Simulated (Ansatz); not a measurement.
GaSe (beta-GaS type, space group P6_3/mmc)

Space group P6₃/mmc (No. 194); a = 3.769 Å, b = 3.769 Å, c = 15.960 Å, α = 90.00°, β = 90.00°, γ = 120.00°

```json
[
 {"atom": "Ga", "site": "4f", "symmetry": "3m.", "x": "0.3333", "y": "0.6667", "z": "0.1734"},
 {"atom": "Se", "site": "4f", "symmetry": "3m.", "x": "0.6667", "y": "0.3333", "z": "0.0996"}
]
```

This relaxed cell (volume V₀) is scaled evenly in all directions, its shape held. The atoms relax within the cell's symmetry.

The numbers are results of PBE-D3(BJ) (plane waves to 420 eV, PAW, scalar-relativistic; Ansatz, a quantum-chemistry and plane-wave program), not measurements. k mesh 10×10×2 (Γ-centred), Fermi-Dirac smearing 0.05 eV. The energy includes the smearing's −TS. Compression counts positive. With the shape held, the modulus is that of even scaling; a crystal free to change shape is softer. GaSe was relaxed with its symmetry unable to fall. The zero of ΔE is the relaxed starting cell.

```tsv
V/V₀	ΔE (kJ/mol of atoms)	P (GPa)
0.940	1.05	2.53
0.952	0.66	1.94
0.964	0.36	1.40
0.976	0.16	0.90
0.988	0.04	0.44
1.000	0.00	0.00
1.012	0.03	-0.38
1.024	0.14	-0.75
1.036	0.30	-1.09
1.048	0.52	-1.41
1.060	0.80	-1.71
```

Derived quantities:

* **Pressure at the smallest volume**: 2.53 GPa
* **Energy cost of the largest compression**: 10.9 meV/atom
* **Energy cost of the largest expansion**: 8.3 meV/atom
* **Bulk modulus at fixed cell shape B₀ (third-order Birch-Murnaghan fit)**: 34.3 GPa
* **Pressure derivative B₀′ (fit)**: 5.3
* **Equilibrium volume of the fit**: 24.55 Å³/atom
* **Pressure for 5 % compression (fit)**: 2.0 GPa

(A scan under strain: stresses follow from slopes of the energy per volume, elastic moduli from its curvatures.)
